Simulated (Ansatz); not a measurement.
SnS in space group P4_2/mmc (No. 131; Sn on 2c, S on 2e), PBE (plane waves, PAW; program Ansatz), all energies at zero smearing, with the estimated change up to a 700 eV cutoff added, with one set of potentials and settings (totals compare only within such a set). Cell of 4 atoms (2 Sn, 2 S): -13853.096 eV.

```csv
element,reference phase,E (eV/atom)
Sn,"Fd-3m, 2 atoms in the cell",-6024.2128
S,"Fddd, 32 atoms in the cell",-902.0599
```

Formation energy per atom, worked out: (-13853.096 − 2×(-6024.2128) − 2×(-902.0599))/4 = -0.138 eV/atom (-13 kJ per mol of atoms), at 0 K, without zero-point energy or fitted corrections.

A made-up cell: these elements were put on the sites of a structure type; neither database checked (COD, Materials Project) lists it. It is not the phase usual at ambient conditions (space group No. 62). Symmetry was held in the PBE relaxation; whether a distortion lowers the energy is not shown. The references are the lowest solids computed at this level, not always the standard phases. Spin–orbit coupling is left out wherever it is not named.

Potentials: the later of the program's two PAW sets.
